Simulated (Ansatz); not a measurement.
**7Li quadrupole couplings across 6 crystals**

All values are calculated (Ansatz; DFT, PBE, plane waves and PAW, scalar-relativistic, 420 eV cutoff), not measured. Q = -40.10 mb (Pyykkö 2018), I = 3/2. The cells come from the COD and the Materials Project (computed, not necessarily observed phases), with the atoms as given or relaxed (PBE, cell held). Calculated pressures reach 2 GPa in size and forces 0.5 eV/Å in them. Spin–orbit coupling is left out, which moves gradients at and beside heavy atoms (Ba, Hg, Ir) by some per cent and at some sites by far more. At most two sites a crystal are listed; metals, magnetic cells and gradients under 0.03 × 10²¹ V/m² (0.12 where the gap is under 1 eV) that symmetry doesn't force to zero are left out, and those under about 0.1 are uncertain even in sign. On Li the PAW files miss all-electron gradients by over 10 % at some sites.

| crystal | space group | first shell of Li | C_Q (MHz) | η |
| --- | --- | --- | --- | --- |
| Li4HgGe2S7 | Cc | 4 S at 2.36–2.54 Å | -0.068 | 0.71 |
| LiPS3 | C2/m | 4 S at 2.54–2.58 Å; also 2 S at 3.26 Å | -0.170 | 0.08 |
| SrLi2SnS4 | I-42m | 4 S at 2.46 Å | -0.220 | 0.00 |
| SrLiSbS3 | P2_1/c | 4 S at 2.56–2.64 Å | ? | ? |
| Ba6LiNb2IrCl2O12 | P1 | 5 O at 1.93–2.27 Å | -0.134 | 0.70 |
| LiH | Fm-3m | 6 H at 2.04 Å | ? | ? |

Q: Estimate the withheld values.

A: SrLiSbS3 (4 S at 2.56–2.64 Å): C_Q = 0.081 MHz, η = 0.85; LiH (6 H at 2.04 Å): C_Q = 0 MHz, η = –.

The crystals are a selection from a larger pool of database entries, not a random sample of it.
